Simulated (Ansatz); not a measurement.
**InP: the gap against volume**

InP, F-43m, a = 5.907 Å. Ansatz: r2SCAN, PAW, 500 eV, Γ-centred 8×8×8 mesh on 2 atoms, Gaussian smearing 0.02 eV; no spin polarisation. Symmetry fixes shape and atoms, so the cell is only scaled; x = ln(V/V0) with V0 = 25.766 Å³/atom. The gap is read at the mesh points alone.

```tsv
x	gap y (eV)
-0.1278	1.761
-0.0943	1.572
-0.0619	1.387
-0.0305	1.205
0.0000	1.028
0.0296	0.855
0.0583	0.687
0.0953	?
```

Task: Fit a straight line to the other rows, give the volume deformation potential of the gap and its pressure coefficient, and predict the missing gap. B0 = 68.2 GPa.

Result: Means x = -0.03237, y = 1.2136; Σ(Δx)² = 0.02693, ΣΔxΔy = -0.1555; the slope is their ratio. y = 1.0266 − 5.7767 x. The slope is the deformation potential a = dE_g/d ln V = -5.78 eV, and dE_g/dP = −a/B0 = 84.7 meV/GPa. At x = 0.0953 the fit asked for gives 0.476 eV. The run gave 0.471 eV, so the fit is 0.005 eV too high, a small miss on the scale of the series.

Semilocal functionals give gaps under the measured ones; changes of the gap mostly carry over better.